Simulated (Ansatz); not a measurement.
Starting cell, GaP (zinc blende):

```xyz
2
Lattice="0.0000 2.7259 2.7259 2.7259 0.0000 2.7259 2.7259 2.7259 0.0000" Properties=species:S:1:pos:R:3 pbc="T T T"
P      4.0888     4.0888     4.0888
Ga     0.0000     0.0000     0.0000
```

In this cell atom 2 (Ga, nearest neighbour P at 2.361 Å; its periodic images, 3.9 Å or more away, move with it) is moved by s along Cartesian x, unit vector (1.000, 0.000, 0.000); all other atoms and the cell stay fixed.

Level of theory: r2SCAN (plane waves to 500 eV, PAW, scalar-relativistic; Ansatz, an electronic-structure program). k mesh 8×8×8 (Γ-centred), Fermi-Dirac smearing 0.05 eV. F∥ is the force on the atom along that direction. GaP was relaxed with its symmetry unable to fall. The PAW data are Ansatz's earlier set. 

```tsv
s (Å)	F∥ (eV/Å)
-0.470	3.938
-0.376	3.391
-0.282	2.687
-0.188	1.862
-0.094	0.952
0.000	0.000
0.094	-0.952
0.188	-1.862
0.282	-2.687
0.376	-3.391
0.470	-3.938
```

Question: What is the force constant k = d²E/ds² of this move at s = 0?

Answer: 10.2 eV/Å². The forces along the line at the two nearest points give (0.952 − (-0.952)) / (2·0.094) = 10.13 eV/Å²; the next pair corrects for the finite step.

Question: With two atoms in the cell this is the zone-centre optical mode. What wavenumber follows (transverse: no LO-TO term)?

Answer: 360 cm⁻¹. Reduced mass μ = 21.45 u; ν̃ = 521.5·√(k/μ) with k = 10.21 eV/Å².

(For displaced atoms, the force is minus the slope of the energy, and its curvature is a force constant, which sets phonon frequencies.)
